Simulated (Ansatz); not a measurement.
Input and command of a plane-wave DFT calculation in Ansatz:

```yaml
crystal:
  lattice:
    - [0.0, 4.0055368449, 4.0055368449]
    - [4.0055368449, 0.0, 4.0055368449]
    - [4.0055368449, 4.0055368449, 0.0]
  atoms:
    - { symbol: Ba, position: [0.0, 0.0, 0.0] }
    - { symbol: Ba, position: [0.25, 0.25, 0.25] }
    - { symbol: Mn, position: [0.625, 0.625, 0.625], spin: 4.0 }
    - { symbol: Mn, position: [0.125, 0.625, 0.625], spin: 4.0 }
    - { symbol: Mn, position: [0.625, 0.625, 0.125], spin: 4.0 }
    - { symbol: Mn, position: [0.625, 0.125, 0.625], spin: 4.0 }
basis:
  ecutwfc: 420
kpoints:
  mp_grid: { grid: [4, 4, 4] }
hamiltonian:
  xc: pbe
scf:
  occupations: { method: gaussian, width: 0.1 }
  lower_state_search: "off"
output:
  forces: true
  stress: true
  eigenvalues: true
  populations: true
magnetization:
  spin_polarized: true
```

```bash
ansatz run input.yaml --threads 1 --pin off --max-ram 2560MiB --backend cpu --events-out ev --progress --plain --runs-dir out
```

Processor: Intel(R) Xeon(R) Platinum 8488C (Sapphire Rapids), 1 thread, on a host shared with other jobs.

Problem. How long does it run, and how much memory does it take?

Solution. About 12 s on 1 thread of Intel(R) Xeon(R) Platinum 8488C (Sapphire Rapids), with other jobs on the host, peak memory 0.5 GiB. It solves 58 bands at 8 k points (the mesh reduced by the symmetry that the task leaves, which can be less than the crystal's) with about 2565 plane waves, in 13 SCF iterations.
